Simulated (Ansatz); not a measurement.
**Structure optimisation: hafnium, beta-Sn type**

All numbers below come from DFT, PBEsol, plane waves (420 eV) with PAW, scalar-relativistic (Ansatz 0.2.0). (PAW data from PBE, frozen cores regenerated.)

k-point mesh 12×12×8, Fermi-Dirac smearing 0.1 eV, no spin polarisation. Cell and atoms relax.

Starting structure:

```yaml
crystal:
  lattice:
    - [-2.7814895756, 2.7814895756, 1.5186933083]
    - [2.7814895756, -2.7814895756, 1.5186933083]
    - [2.7814895756, 2.7814895756, -1.5186933083]
  atoms:
    - { symbol: Hf, position: [0.0, 0.0, 0.0] }
    - { symbol: Hf, position: [0.75, 0.25, 0.5] }
hamiltonian:
  xc: pbesol
  pseudopotentials:
    kind: paw
    azcp:
      Hf: "pseudopotentials/Hf.paw.azcp"
basis:
  ecutwfc: 420
  fft_grid_basis: typed
kpoints:
  mp_grid: { grid: [12, 12, 8], shift: [0, 0, 0] }
magnetization:
  spin_polarized: false
scf:
  occupations: { method: fermi_dirac, width: 0.1 }
relax:
  max_steps: 60
  f_tol: 0.01
  cell: {}
```

Problem. What cell does the relaxation end in?

Solution. Fddd with a = 3.081 Å, b = 5.428 Å, c = 10.261 Å; 21.45 Å³ per atom against 23.50 at the start (-8.7 %).

The cell has left the beta-Sn structure type; it ends in Fddd.

Problem. How much energy does the relaxation gain?

Solution. 529.5 meV per atom.

The k-point mesh keeps fewer symmetry operations than the starting structure has, so the cell can leave it.
